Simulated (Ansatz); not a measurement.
Sn₂Pt:
Space group Fm-3m (No. 225); a = b = c = 6.403 Å, α = β = γ = 90.00°

```tsv
atom	site	symmetry	x	y	z
Sn	8c	-43m	0.2500	0.2500	0.2500
Pt	4a	m-3m	0.0000	0.0000	0.0000
```
(The calculation used a cell of 3 atoms; values per cell refer to that cell.)

Relaxed with LDA.

Question: Which orbitals make up the states near the Fermi level in DFT-LDA in the program Ansatz with PAW potentials?

Answer: Within 0.5 eV of the Fermi level: Sn 5p 50 %, Sn 5s 22 %, Pt 5d 21 %. Projections are on Löwdin-orthogonalised atomic valence shells; empty p or d shells of many metals are not among them.

Question: Tabulate the density of states.

Answer: States/eV per cell of 3 atoms, in 0.25 eV bins, energy from the Fermi level.

| E (eV) | total | Pt 5d | Sn 5p | Sn 5s |
|---|---|---|---|---|
| -7.85 | 1.38 | 0.35 | 0.23 | 0.78 |
| -7.60 | 1.14 | 0.36 | 0.17 | 0.61 |
| -7.35 | 0.69 | 0.23 | 0.12 | 0.34 |
| -7.10 | 0.48 | 0.17 | 0.09 | 0.21 |
| -6.85 | 0.44 | 0.15 | 0.13 | 0.14 |
| -6.60 | 0.51 | 0.14 | 0.21 | 0.10 |
| -6.35 | 0.59 | 0.14 | 0.28 | 0.08 |
| -6.10 | 0.63 | 0.14 | 0.31 | 0.07 |
| -5.85 | 0.65 | 0.16 | 0.32 | 0.07 |
| -5.60 | 0.75 | 0.23 | 0.36 | 0.07 |
| -5.35 | 2.37 | 1.23 | 0.98 | 0.07 |
| -5.10 | 5.09 | 3.24 | 1.67 | 0.07 |
| -4.85 | 4.42 | 2.84 | 1.30 | 0.08 |
| -4.60 | 2.56 | 1.61 | 0.75 | 0.07 |
| -4.35 | 3.25 | 2.25 | 0.73 | 0.09 |
| -4.10 | 2.91 | 2.30 | 0.45 | 0.05 |
| -3.85 | 5.84 | 5.00 | 0.59 | 0.04 |
| -3.60 | 7.54 | 6.89 | 0.38 | 0.07 |
| -3.35 | 2.05 | 1.46 | 0.35 | 0.10 |
| -3.10 | 1.62 | 0.96 | 0.43 | 0.10 |
| -2.85 | 1.52 | 0.83 | 0.46 | 0.13 |
| -2.60 | 1.49 | 0.72 | 0.51 | 0.17 |
| -2.35 | 1.69 | 0.75 | 0.62 | 0.22 |
| -2.10 | 2.06 | 0.87 | 0.77 | 0.32 |
| -1.85 | 1.60 | 0.59 | 0.74 | 0.19 |
| -1.60 | 1.35 | 0.41 | 0.71 | 0.14 |
| -1.35 | 1.19 | 0.29 | 0.69 | 0.13 |
| -1.10 | 1.07 | 0.21 | 0.67 | 0.11 |
| -0.85 | 1.04 | 0.17 | 0.68 | 0.11 |
| -0.60 | 0.98 | 0.20 | 0.56 | 0.15 |
| -0.35 | 0.91 | 0.23 | 0.45 | 0.18 |
| -0.10 | 0.93 | 0.23 | 0.45 | 0.20 |
| 0.15 | 1.11 | 0.24 | 0.55 | 0.26 |
| 0.40 | 1.61 | 0.27 | 0.84 | 0.40 |
| 0.65 | 1.80 | 0.27 | 0.95 | 0.48 |
| 0.90 | 1.42 | 0.22 | 0.75 | 0.36 |
| 1.15 | 1.01 | 0.16 | 0.54 | 0.25 |
| 1.40 | 0.66 | 0.10 | 0.34 | 0.16 |
| 1.65 | 0.76 | 0.11 | 0.37 | 0.20 |
| 1.90 | 0.82 | 0.11 | 0.42 | 0.20 |
| 2.15 | 1.12 | 0.14 | 0.60 | 0.22 |
| 2.40 | 1.33 | 0.14 | 0.69 | 0.20 |
| 2.65 | 1.48 | 0.15 | 0.81 | 0.14 |
| 2.90 | 2.36 | 0.26 | 1.46 | 0.12 |
| 3.15 | 1.95 | 0.20 | 1.27 | 0.09 |
| 3.40 | 1.52 | 0.15 | 1.05 | 0.06 |
| 3.65 | 2.18 | 0.16 | 1.37 | 0.08 |
| 3.90 | 2.30 | 0.14 | 1.41 | 0.08 |
| 4.15 | 2.25 | 0.11 | 1.40 | 0.06 |

The first step of the workflow began from a Materials Project structure, measured or hypothetical; the Crystallography Open Database files this formula in space group No. 225, but the cells were not matched. Whether it is the stable phase at ambient conditions was not checked. The LDA relaxation kept the symmetry of its start; of distortions, only those at the zone centre were tested. The run is not spin-polarised. Scalar-relativistic: spin–orbit coupling is off unless named, which matters more the heavier the elements.

Potentials: the later of the program's two PAW sets.
